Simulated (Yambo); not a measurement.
# How GW settings move the gap: Cs2RbScF6

G0W0@PBEsol for Cs2RbScF6 (space group Fm-3m, No. 225) in Yambo. Reference settings: 2×2×2 Γ-centred k mesh, bands 2 to 398 and a 8 Ry block in the screening, 398 bands in G with the Bruneval-Gonze terminator, plasmon pole fitted at 27.2 eV. The PBEsol gap Γ → Γ on this mesh is 6.41 eV; G0W0 gaps are taken between the same points.

| change from the reference | G0W0 gap Γ → Γ (eV) | shift of the valence edge (eV) | rough Yambo cost |
|---|---|---|---|
| reference settings | 9.62 | -2.23 | 1 |
| 145 bands in W, 145 bands in G | 9.75 | -2.09 | about 1/3 |
| 253 bands in W, 253 bands in G | 9.64 | -2.18 | within a factor of two |
| 253 bands in G | 9.63 | -2.23 | – |
| 183 bands in W | 9.68 | -2.14 | about 1/2 |
| 3 Ry block | 9.82 | -2.53 | within a factor of two |
| 7 Ry block | 9.62 | -2.23 | within a factor of two |
| no random integration | 9.45 | -1.93 | – |
| 145 bands in G, no terminator | 9.39 | -1.70 | – |
| 253 bands in G, no terminator | 9.44 | -1.92 | – |

The reference isn't shown to be the converged limit. Costs are rough (shared machines), scaled to the same edge states, and given only for runs that recompute the screening.

Geometry of the Materials Project entry, not relaxed at this level; primitive cell a = b = c = 6.731 Å, α = β = γ = 60.00°.

The structure is a Materials Project entry; no match was found in the copy of COD used, and its stability was not checked.

A shift is the quasiparticle energy of the state minus its PBEsol energy.
